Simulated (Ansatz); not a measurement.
Consider the following.

Relaxed TiO2 (anatase):

```yaml
crystal:
  lattice:
    - [-1.89940, 1.89940, 4.85040]
    - [1.89940, -1.89940, 4.85040]
    - [1.89940, 1.89940, -4.85040]
  atoms:
    - { symbol: Ti, position: [0.50000, 0.50000, 0.00000] }
    - { symbol: Ti, position: [0.25000, 0.75000, 0.50000] }
    - { symbol: O, position: [0.29355, 0.29355, 0.00000] }
    - { symbol: O, position: [0.04355, 0.54355, 0.50000] }
    - { symbol: O, position: [0.45645, 0.95645, 0.50000] }
    - { symbol: O, position: [0.70645, 0.70645, 0.00000] }
```

In this cell atom 2 (Ti, nearest neighbour O at 1.946 Å; its periodic images, 3.8 Å or more away, move with it) is moved by s along Cartesian [111], unit vector (0.577, 0.577, 0.577); all other atoms and the cell stay fixed.

Computed with PBE (plane waves to 420 eV, PAW, scalar-relativistic; Ansatz, a first-principles code). k mesh 10×10×10 (Γ-centred), Fermi-Dirac smearing 0.05 eV. E stands for the smeared free energy. Left out: 4 of 11 points, with atoms too close for the PAW data. TiO2 is run without spin polarisation. TiO2 was relaxed with its symmetry unable to fall. ΔE is measured from the undisplaced structure.

The scan covers s from -0.348 to 0.348 Å in 7 points.

Task: Is the energy the same for equal positive and negative displacements?

Result: Even: the same for both signs. With its periodic images moving along, the atom's site symmetry in this cell is -4m2.

Task: What force acts on the atom along the line at s = -0.348 Å?

Result: 4.22 eV/Å.

Task: What is the energy change at s = 0.348 Å?

Result: 592 meV/cell.

Task: What is the force constant k = d²E/ds² of this move at s = 0?

Result: 6.87 eV/Å².

(A displaced cell: forces are minus the slopes of the energy, force constants its curvatures, and phonons follow from these.)
